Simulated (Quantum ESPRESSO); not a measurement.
## Band energies of CuCl at -1.5 % isotropic strain

```xyz
2
Lattice="1.8417 1.0634 3.0079 -1.8421 1.0634 3.0077 -0.0001 -2.1268 3.0078" Properties=species:S:1:pos:R:3 pbc="T T T"
Cl     0.0000     0.0000     0.0000
Cu    -0.0001     0.0000     2.2558
```

PBEsol (Quantum ESPRESSO, PseudoDojo norm-conserving, 92 Ry, scalar-relativistic); path ΓXWKΓLUWLK,UX; energies in eV from the valence-band maximum.

```csv
k (1/Å),point,band 9,band 10,band 11,band 12,band 13,band 14,band 15,band 16
0.00,Γ,-1.94,-1.94,0.00,0.00,0.00,0.64,6.52,6.52
0.55,,-2.14,-1.84,-0.72,-0.70,-0.70,2.80,5.01,8.00
1.21,X,-2.14,-1.79,-1.70,-1.46,-1.46,3.20,4.51,9.29
1.81,W,-2.22,-2.05,-1.71,-1.45,-1.05,4.96,5.70,7.55
1.95,,-2.22,-2.02,-1.72,-1.44,-1.06,4.74,5.57,7.60
2.24,K,-2.25,-1.85,-1.75,-1.34,-1.16,4.06,5.41,8.27
2.66,,-2.01,-1.92,-1.52,-1.25,-0.60,4.32,5.79,6.49
3.30,,-1.96,-1.93,-0.33,-0.14,-0.03,1.19,6.28,6.66
3.51,Γ,-1.94,-1.94,0.00,0.00,0.00,0.64,6.52,6.52
3.93,,-1.96,-1.96,-0.85,-0.23,-0.23,2.02,6.03,6.99
4.45,,-1.86,-1.86,-1.75,-0.71,-0.71,2.95,7.02,7.02
4.56,L,-1.85,-1.85,-1.78,-0.74,-0.74,2.96,7.00,7.00
5.09,,-2.17,-1.88,-1.71,-1.26,-1.00,4.33,5.51,7.68
5.30,U,-2.25,-1.85,-1.75,-1.34,-1.16,4.06,5.41,8.27
5.72,W,-2.22,-2.05,-1.71,-1.45,-1.05,4.96,5.70,7.55
6.24,,-2.01,-1.89,-1.73,-1.06,-0.86,3.98,5.74,7.28
6.58,L,-1.85,-1.85,-1.78,-0.74,-0.74,2.96,7.00,7.00
6.74,,-1.90,-1.86,-1.76,-0.84,-0.77,3.24,6.43,7.17
7.23,,-2.23,-1.87,-1.72,-1.33,-1.10,4.19,5.50,8.04
7.32,K,-2.25,-1.85,-1.75,-1.34,-1.16,4.06,5.41,8.27
7.32,U,-2.25,-1.85,-1.75,-1.34,-1.16,4.06,5.41,8.27
7.74,X,-2.14,-1.79,-1.70,-1.46,-1.46,3.20,4.51,9.29
```

The PBEsol gap is direct, 0.64 eV at Γ.

The filled Cu 3d shell has no Hubbard U; semilocal functionals place it too high.

Geometry strained from the cell relaxed with PBEsol, atoms relaxed again.
